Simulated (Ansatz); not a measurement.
An elastic tensor (GPa, Voigt order, standard axes) from plane-wave PAW LDA (Ansatz code):

```
 139  66.8  51.6   0.0   0.0   0.0
66.8   139  51.6   0.0   0.0   0.0
51.6  51.6   159   0.0   0.0   0.0
 0.0   0.0   0.0  31.8   0.0   0.0
 0.0   0.0   0.0   0.0  31.8   0.0
 0.0   0.0   0.0   0.0   0.0  36.3
```

Task: Which of these materials gives this?
A. ZnAg, P-6m2 (Zn on 1a, Ag on 1d)
B. MgO, P6_3/mmc (Mg on 2c, O on 2d)
C. ZnS, 6H polytype
D. TaS2, P6_3/mmc (Ta on 2b, S on 4f)

Result: C, ZnS, 6H polytype

Space group P6_3mc (6H polytype). The workflow started from a Materials Project entry (that database holds measured and hypothetical structures alike). Its sites differ from those of the usual phase in this space group: another stacking or structure type. The cell was relaxed with LDA under the symmetry of its start; whether a distortion lowers the energy is not shown.

Potentials: the later of the program's two PAW sets.
